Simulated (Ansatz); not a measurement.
Data:

Sn$_{4}$HSe$_{8}$:
```
CELL_PARAMETERS angstrom
      7.77734     0.00000     0.00000
     -3.88867     6.73537     0.00000
      0.00000     0.00000     6.34340
ATOMIC_POSITIONS crystal
  Sn 0.64986 0.82493 0.99401
  Se 0.00000 0.00000 0.23732
  Se 0.32694 0.16347 0.75960
  Sn 0.17507 0.35014 0.99401
  Se 0.49748 0.50252 0.25128
  Se 0.83653 0.67306 0.75960
  Sn 0.17507 0.82493 0.99401
  Se 0.49748 0.99495 0.25128
  Se 0.83653 0.16347 0.75960
  Sn 0.66667 0.33333 0.00792
  Se 0.00505 0.50252 0.25128
  Se 0.33333 0.66667 0.73526
  H  0.00000 0.00000 0.47090
```

This is the r²SCAN+D4-relaxed structure.

All from plane-wave PAW r²SCAN+D4 (Ansatz code), unless another level is named. Estimate the electronic character.

metallic (no gap).

Give the density of states at the Fermi level.

0.27 states/eV per atom (mean over ±0.08 eV).

Give the formation energy from the elements (no fitted shifts).

-0.33 eV/atom.

Space group P3m1. The start of the workflow was typed in or built on a structure type; neither database checked (COD, Materials Project) lists it. Whether it is the stable phase at ambient conditions was not checked. Symmetry was held in the r²SCAN+D4 relaxation; whether a distortion lowers the energy is not shown. With an odd number of electrons in the cell and no spin polarisation, the count alone makes it a metal. The references are the lowest solids computed at this level, not always the standard phases (solids in place of the gases). Spin–orbit coupling is left out wherever it is not named.

Potentials: the earlier of the program's two PAW sets.
